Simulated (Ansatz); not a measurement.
The end of the path is a generated cell of CdSe2: the first start was made by placing the elements on the sites of a structure type, and the end was not matched to a known phase here, so it may be hypothetical.

A geometry of CdSe$_{2}$ away from equilibrium: the start of the relaxation of a generated trial cell of CdSe2 in the AFLOW prototype AB2_oC24_41_2a_2b (C_e, as in Sn2Pd). All values below come from r2SCAN (plane waves to 500 eV, PAW, scalar-relativistic; Ansatz, a program for electronic structure). Γ-centred k-mesh 3×3×3 on the run's cell (coarser than for final values), Fermi–Dirac smearing 0.05 eV.

```xyz
12
Lattice="6.8920 0.0000 0.0000 0.0000 3.4460 6.4659 0.0000 -3.4460 6.4659" Properties=species:S:1:pos:R:3:forces:R:3 pbc="T T T" free_energy=-76896.232 pressure_GPa=-3.8
Cd     0.0000     0.0000    12.8025    0.0000    0.0000    0.9376
Cd     3.4460     0.0000     6.3366    0.0000    0.0000    0.9376
Cd     0.0000     0.0000     9.8540    0.0000    0.0000   -0.9549
Cd     3.4460     0.0000     3.3881    0.0000    0.0000   -0.9549
Se     4.5349    -2.3571     4.8494   -0.4285   -0.1791    0.0037
Se     2.3571     2.3571     4.8494    0.4285    0.1791    0.0037
Se     1.0889    -1.0889     4.8494   -0.4285    0.1791    0.0037
Se     5.8030     1.0889     4.8494    0.4285   -0.1791    0.0037
Se     5.1690    -1.7230     8.0824    0.0004   -0.2572    0.0050
Se     1.7230     1.7230     8.0824   -0.0004    0.2572    0.0050
Se     1.7230    -1.7230     8.0824    0.0004    0.2572    0.0050
Se     5.1690     1.7230     8.0824   -0.0004   -0.2572    0.0050
```

Positions in Å, forces in eV/Å, free energy of the cell in eV (comparable only within this code, potentials and settings). Largest force: 0.95 eV/Å, on Cd3, Cd4 (atoms numbered as listed); the geometry lies 0.48 to 0.50 eV/atom (the two k-meshes of the run give this range) above the end of its relaxation.

The relaxed cell holds bonded Se–Se pairs (2.40 Å). No spin polarisation in the result.

The run could not lose the symmetry of its start, so the end can be a saddle point.
